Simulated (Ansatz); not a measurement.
# CdH2: from a first guess to the relaxed fluorite type

First guess:

```yaml
crystal:
  lattice:
    - [0.00000, 2.55533, 2.55533]
    - [2.55533, 0.00000, 2.55533]
    - [2.55533, 2.55533, 0.00000]
  atoms:
    - { symbol: Cd, position: [0.00000, 0.00000, 0.00000] }
    - { symbol: H, position: [0.25000, 0.25000, 0.25000] }
    - { symbol: H, position: [0.75000, 0.75000, 0.75000] }
```

Computed with DFT, PBE, PAW with Ansatz's default frozen-core files, scalar-relativistic (Ansatz 0.2.0).

Cell and atoms relax within the symmetry of the start on a 11×11×11 k mesh with 0.05 eV Fermi–Dirac smearing.

The start is built from a prototype, known or not as a phase of this compound; the cutoff is 420 eV.

Q: What is the pressure of the first guess?

A: -0.18 GPa.

Q: What does it relax to?

A: a = 5.106 Å, b = 5.106 Å, c = 5.106 Å, α = 90.00°, β = 90.00°, γ = 90.00° (conventional cell), 11.09 Å³ per atom:
```
CELL_PARAMETERS angstrom
0.00000 2.55277 2.55277
2.55277 0.00000 2.55277
2.55277 2.55277 0.00000
ATOMIC_POSITIONS crystal
Cd 0.00000 0.00000 0.00000
H 0.25000 0.25000 0.25000
H 0.75000 0.75000 0.75000
```

Q: How much energy does the relaxation release?

A: 0 meV/atom.
